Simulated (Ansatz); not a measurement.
Consider the following.

ZrBrN:
```
ZrBrN
1.0
    1.82203     1.05195     9.88399
   -1.82203     1.05195     9.88399
    0.00000    -2.10390     9.88399
Zr Br N
2 2 2
Direct
  0.87706   0.87706   0.87706
  0.12294   0.12294   0.12294
  0.61041   0.61041   0.61041
  0.38959   0.38959   0.38959
  0.80426   0.80426   0.80426
  0.19574   0.19574   0.19574
```

This is the r²SCAN+D4-relaxed structure. Cartesian axes are those of the cell as given.

Task: All from r²SCAN+D4 (plane waves, PAW; program Ansatz), unless another level is named. Give the formation energy from the elements (no fitted shifts).

Result: -1.94 eV/atom.

Task: Give the weight of the conduction-edge state by species (Voronoi cells).

Result: Zr 59 %, N 32 %, Br 8 %.

Task: Give the conduction-band minimum.

Result: off the standard path, at k = (-0.062, 0.266, -0.396).

Task: Next, the weight of the valence-edge state by species (Voronoi cells)?

Result: N 66 %, Br 27 %, Zr 7 %.

Task: What about the valence-band maximum?

Result: at Γ.

Space group R-3m. The first step of the workflow began from a Materials Project structure, measured or hypothetical; the Crystallography Open Database copy checked does not list it. COD files the formula under space group No. 59, so this cell is another polymorph or a model. Its standing as an ambient phase is unchecked. The cell was relaxed with r²SCAN+D4 under the symmetry of its start; its stability against distortions is not shown here. The run is not spin-polarised. The references are the lowest solids computed at this level, not always the standard phases (solids in place of the gases). Scalar-relativistic: spin–orbit coupling is off unless named, which matters more the heavier the elements.

Potentials: the later of the program's two PAW sets.
